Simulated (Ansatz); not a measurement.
PtPb, DFT, LDA, PAW with Ansatz's default frozen-core files, scalar-relativistic (Ansatz 0.2.0), run on 1 thread of Arm Neoverse V2 on a shared host.

The cell comes from COD entry 1522617, which wasn't checked; take it as a given geometry. It is an old determination, and later ones may differ. The listed cell was then made from it by scaling, straining or moving an atom.

Command: `ansatz run input.yaml --threads 1 --pin off --max-ram 4096MiB --backend cpu --events-out ev --progress --plain --runs-dir out`

```yaml
crystal:
  lattice:
    - [4.2641205887, 0.0, 0.0]
    - [-2.1320602944, 3.6928367546, 0.0]
    - [0.0, 0.0, 5.474126379]
  atoms:
    - { symbol: Pt, position: [0.3333333333, 0.6666666667, 0.25] }
    - { symbol: Pt, position: [0.6666666667, 0.3333333333, 0.75] }
    - { symbol: Pb, position: [0.0, 0.0, 0.0] }
    - { symbol: Pb, position: [0.0, 0.0, 0.5] }
kpoints:
  mp_grid: { grid: [10, 10, 7] }
scf:
  occupations: { method: fermi_dirac, width: 0.05 }
hamiltonian:
  xc: lda
  pseudopotentials: { kind: paw }
output:
  forces: true
  stress: true
  eigenvalues: true
  efg: { contact_densities: true }
```

**Question.** How large is the problem that the program sets up?

**Answer.** 56 irreducible k-points, 1669 plane waves at Γ, 39 bands.

**Question.** Estimate the wall time and the peak memory.

**Answer.** 12 s of wall time for 6 SCF iterations, with a peak of 0.49 GiB. Times on shared machines scatter by tens of per cent.

**Question.** And the same cell and mesh by all-electron PAW (datasets made for this crystal), asked for forces, stress, eigenvalues, efg, on the same hardware?

**Answer.** 31 s, peak memory 0.92 GiB.
